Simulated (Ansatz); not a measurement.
**Find the missing element**

Cell vectors (Å):

```
-1.5677  1.5677  1.5677
 1.5677 -1.5677  1.5677
 1.5677  1.5677 -1.5677
```

```json
{"atom": "X", "a": "0.0000", "b": "0.0000", "c": "0.0000"}
```

The calculation used LDA, PAW on Ansatz 0.2.0's default frozen-core files (fitted under PBE), scalar-relativistic. k mesh 22×22×22, strains of ±0.005, Fermi-Dirac smearing of 0.080 eV.

Elastic constants of a crystal by Kohn-Sham DFT: slopes of the stress over finite engineering strains of the given cell, Voigt indices, Cartesian axes as in the cell vectors.

| index | elastic (GPa) |
| --- | --- |
| 11 | 550 |
| 12 | 225.8 |
| 44 | 137.7 |

All X atoms are one element. Which one was computed?

W; the crystal is W (Im-3m).

Keep in mind: frozen-core PAW files fitted under PBE, their cores solved anew for the functional of the run; responses of metals move with mesh and smearing; no spin-orbit coupling on heavy atoms.
